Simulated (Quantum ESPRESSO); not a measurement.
# Kohn-Sham bands of CaHBr (P4/nmm)

```
CELL_PARAMETERS angstrom
      3.83729     0.00000     0.00000
      0.00000     3.83729     0.00000
      0.00000     0.00000     8.27881
ATOMIC_POSITIONS crystal
  Ca 0.00000 0.50000 0.15678
  Ca 0.50000 0.00000 0.84322
  H  0.50000 0.50000 0.00000
  H  0.00000 0.00000 0.00000
  Br 0.00000 0.50000 0.68084
  Br 0.50000 0.00000 0.31916
```

Cell from Materials Project (mp-24422), symmetrised, no further relaxation. COD (Crystallography Open Database) has an entry of this formula and space group (matched by these alone). Computed values, not measurements, from PBEsol: Quantum ESPRESSO (norm-conserving PseudoDojo potentials, cutoff 58 Ry, spinors with spin-orbit coupling) on a Γ-centred 4×4×4 mesh, then Wannier90. Density: 8×8×4 mesh, cold smearing 0.01 Ry. The cell is built of weakly bound layers, chains or molecules, whose nearest atoms lie 4.04 Å apart. Database cells relaxed without dispersion often hold them too far apart, which can enlarge gaps and weakens couplings between them; spacing and stacking were not compared with the measured crystal.

Energies are relative to the valence-band maximum; weights are on the orthonormalised atomic waves of the pseudopotential files, averaged over the group. 36 electrons a cell are treated as valence.

```csv
bands,from (eV),to (eV),filling,weight on atomic waves
1–4,-38.72,-38.70,filled,…
5–8,-20.10,-20.01,filled,…
9–16,-19.75,-19.61,filled,…
17–20,-13.67,-13.22,filled,…
21–36,-3.82,0.00,filled,…
```

**Question.** Which atomic shells make up each group?

**Answer.** 
- 1–4, weight on atomic waves: Ca 3s 99 %
- 5–8, weight on atomic waves: Ca 3p 99 %
- 9–16, weight on atomic waves: Ca 3p 99 %
- 17–20, weight on atomic waves: Br 4s 94 %, Ca 4s 5 %
- 21–36, weight on atomic waves: Br 4p 71 %, H 1s 20 %, Ca 4s 4 %

The Kohn-Sham gap over both meshes and the path is 3.93 eV.
